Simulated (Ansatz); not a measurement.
# Phonon spectrum of Si2NiPt

All numbers below come from DFT PBE, scalar-relativistic, plane waves, PAW (Ansatz 0.2.0). Settings: 420 eV plane-wave cutoff, Γ-centred 14×14×10 mesh, Fermi-Dirac smearing of 0.15 eV. No spin polarisation. Phonons by linear response, acoustic sum rule imposed.

Relaxed structure:
```
CELL_PARAMETERS angstrom
3.30790 0.00000 0.00000
0.00000 3.30790 0.00000
0.00000 0.00000 4.88959
ATOMIC_POSITIONS crystal
Si 0.50000 0.50000 0.83556
Si 0.00000 0.00000 0.14935
Ni 0.00000 0.00000 0.67590
Pt 0.50000 0.50000 0.33918
```

The cell was found from a structure generator's guess, not taken from experiment. In a metal, frequencies and elastic constants depend on the k mesh and the smearing, soft modes and shear constants most. Spin–orbit coupling is left out, which matters for heavy elements. The q mesh is coarse, so values between its points are rough.

Force constants from linear response on a 2×2×2 q mesh.

Question: Is the structure dynamically stable on this mesh?

Answer: Yes, on this mesh: no mode is imaginary.

Question: Give the frequencies (cm⁻¹; i marks imaginary ones) at the irreducible q points, in fractions of the reciprocal vectors.

Answer:
```csv
q,star,frequencies
0.000 0.000 0.000,1,0 0 0 124 124 188 202 202 261 261 329 393
0.000 0.000 -0.500,1,69 69 118 118 133 186 203 203 252 252 354 427
0.000 -0.500 0.000,2,90 99 102 155 164 172 186 258 258 328 331 401
0.000 -0.500 -0.500,2,80 89 110 154 174 185 190 239 256 318 358 441
-0.500 -0.500 0.000,1,56 56 104 136 136 170 212 212 309 309 317 378
-0.500 -0.500 -0.500,1,77 77 131 139 139 181 222 222 297 297 336 410
```
